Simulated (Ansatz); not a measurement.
AgBr (rock salt)

```
AgBr
1.0
    0.00000     2.92043     2.92043
    2.92043     0.00000     2.92043
    2.92043     2.92043     0.00000
Br Ag
1 1
Direct
  0.00000   0.00000   0.00000
  0.50000   0.50000   0.50000
```

The volume is varied about the relaxed value V₀ at fixed cell shape. Symmetry pins the atoms to their sites.

Method: PBE (plane waves to 420 eV, PAW, scalar-relativistic; Ansatz, a quantum-chemistry and plane-wave program). k mesh 10×10×10 (Γ-centred), Fermi-Dirac smearing 0.05 eV. E stands for the smeared free energy. Stress and pressure are positive under compression. AgBr was relaxed with its symmetry unable to fall. ΔE is measured from the relaxed starting cell.

```
V (Å³/atom)  ΔE (meV/atom)
-----------  -------------
23.414                12.4
23.712                 7.7
24.011            withheld
24.310                 1.8
24.609                 0.4
24.908                 0.0
25.207                 0.4
25.506                 1.6
25.805                 3.6
26.104                 6.3
26.403                 9.6
```

**Question.** Fit a third-order Birch-Murnaghan form (E₀, V₀, B₀, B₀′ free) to the given rows and predict ΔE at V = 24.011.

**Answer.** Least squares on the 10 given rows: ΔE = E₀ + (9V₀B₀/16)·y²·[2 + (B₀′ − 4)y], y = (V₀/V)^(2/3) − 1, with V₀ = 24.907 Å³/atom, B₀ = 38.95 GPa (160.2 GPa = 1 eV/Å³; the term in eV is multiplied by 1000), B₀′ = 5.42, E₀ = -0.03 meV/atom; root-mean-square residual 0.02 meV/atom. At 24.011 the fit gives 4.2 meV/atom; the calculation gives 4.2 meV/atom, the same to the digits shown. For the pressure the fit gives 1.58 GPa against the computed 1.57 GPa.

(Under strain, the slope of the energy per volume gives the stress and its curvature an elastic modulus.)
